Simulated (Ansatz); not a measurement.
Input:

ZnCu:
Space group Pm-3m (No. 221); a = b = c = 2.9080 Å, α = β = γ = 90.00°

| atom | site | symmetry | x | y | z |
|---|---|---|---|---|---|
| Cu | 1a | m-3m | 0.0000 | 0.0000 | 0.0000 |
| Zn | 1b | m-3m | 0.5000 | 0.5000 | 0.5000 |

This is the PBEsol-relaxed structure.

Task: All from DFT-PBEsol in the program Ansatz with PAW potentials, unless another level is named. Predict the density of states at the Fermi level.

Result: 0.25 states/eV per atom (mean over ±0.08 eV).

Task: Predict the formation energy from the elements (no fitted shifts).

Result: -0.10 eV/atom.

The PBEsol relaxation kept the symmetry of its start; of distortions, only those at the zone centre were tested. The run is not spin-polarised. The references are the lowest solids computed at this level, not always the standard phases.

Potentials: the later of the program's two PAW sets.
